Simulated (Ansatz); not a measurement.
A relaxed cell of Sn3Te is given with its symmetry left out. It was relaxed at this level from a Materials Project cell.

All numbers below come from Ansatz 0.2.0, DFT PBE, scalar-relativistic, plane waves, PAW. Cutoff 420 eV, Γ-centred mesh, Gaussian smearing, no spin polarisation.

```yaml
crystal:
  lattice:
    - [-2.29615, 2.29615, 5.50126]
    - [2.29615, -2.29615, 5.50126]
    - [2.29615, 2.29615, -5.50126]
  atoms:
    - { symbol: Sn, position: [0.75000, 0.25000, 0.50000] }
    - { symbol: Sn, position: [0.25000, 0.75000, 0.50000] }
    - { symbol: Sn, position: [0.50000, 0.50000, 0.00000] }
    - { symbol: Te, position: [0.00000, 0.00000, 0.00000] }
```

The zero of energy is the elements' standard structures at the same level; no fitted shifts are applied. The references include grey tin.

(1) What space group does it have?

(2) How far does it lie from the elements in energy?

(3) Is it a metal?

## Answers

(1) I4/mmm (No. 139), the TiAl3 (D0_22) type. Conventional cell: a = 4.592 Å, c = 11.003 Å. Sn on a site of symmetry -4m2 has 4 Sn at 3.25 Å, 4 Sn at 3.58 Å and 4 Te at 3.58 Å; Sn on a site of symmetry 4/mmm has 4 Te at 3.25 Å and 8 Sn at 3.58 Å; around Te lie 4 Sn at 3.25 Å and 8 Sn at 3.58 Å.

(2) +0.06 eV/atom. The separate elements lie lower, so it is unstable against them.

(3) Yes, bands cross the Fermi level on the 14×14×14 mesh.

The last run used a 14×14×14 mesh for its 4-atom cell and Gaussian smearing of 0.10 eV. Spin–orbit coupling, which can matter for Te, is left out. The reference form of Te is held partly by dispersion forces, which this level lacks. A structure relaxed within its symmetry needn't be a true minimum. Another cell of Sn3Te relaxed alike, in Im-3m, lies 133 meV/atom lower, so this cell isn't the stable form at this level.
